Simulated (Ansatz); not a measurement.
Ta4C3:
```yaml
crystal:
  lattice:
    - [1.55926, 0.90024, 10.05316]
    - [-1.55926, 0.90024, 10.05316]
    - [0.00000, -1.80048, 10.05316]
  atoms:
    - { symbol: Ta, position: [0.71047, 0.71047, 0.71047] }
    - { symbol: C, position: [0.41963, 0.41963, 0.41963] }
    - { symbol: Ta, position: [0.12592, 0.12592, 0.12592] }
    - { symbol: Ta, position: [0.87408, 0.87408, 0.87408] }
    - { symbol: C, position: [0.58037, 0.58037, 0.58037] }
    - { symbol: Ta, position: [0.28953, 0.28953, 0.28953] }
    - { symbol: C, position: [0.00000, 0.00000, 0.00000] }
```

Relaxed with PBEsol. Special points in fractions of this cell's reciprocal vectors: Γ (0.000, 0.000, 0.000); T (0.500, 0.500, 0.500); H2 (0.828, 0.172, 0.500); H0 (0.500, -0.172, 0.172); L (0.500, 0.000, 0.000); S0 (0.336, -0.336, 0.000); S2 (0.664, 0.000, 0.336); F (0.500, 0.000, 0.500).

List the band energies nearest the Fermi level at these points for the program Ansatz at the PBEsol level (PAW).

In eV from the Fermi level; about four levels below and three above (degenerate sets whole), none deeper than 8.9 eV; points with the same levels are listed once.

| k | below | above |
|---|---|---|
| Γ | -2.24 -2.24 -0.79 -0.79 -0.79 | 0.17 0.17 0.74 |
| T | -1.60 -1.54 -0.99 -0.99 | 0.43 0.43 1.04 |
| H2 | -4.32 -2.23 -1.70 -1.67 | 0.96 1.18 1.47 |
| L | -2.45 -1.69 -1.13 -0.88 | 1.60 1.92 2.20 |
| S0 | -4.33 -2.23 -1.70 -1.68 | 1.04 1.07 1.50 |
| F | -2.66 -1.73 -1.28 -0.46 | 0.73 2.53 3.07 |

Space group R-3m. The start of the workflow was typed in or built on a structure type; neither database checked (COD, Materials Project) lists it. Its standing as an ambient phase is unchecked. The PBEsol relaxation kept the symmetry of its start; whether a distortion lowers the energy is not shown. The run is not spin-polarised. Scalar-relativistic: spin–orbit coupling is off unless named, which matters more the heavier the elements.

Potentials: the earlier of the program's two PAW sets. The files were generated under PBE; for other functionals the program regenerates the frozen cores, and for LDA and PBEsol the local potential too.
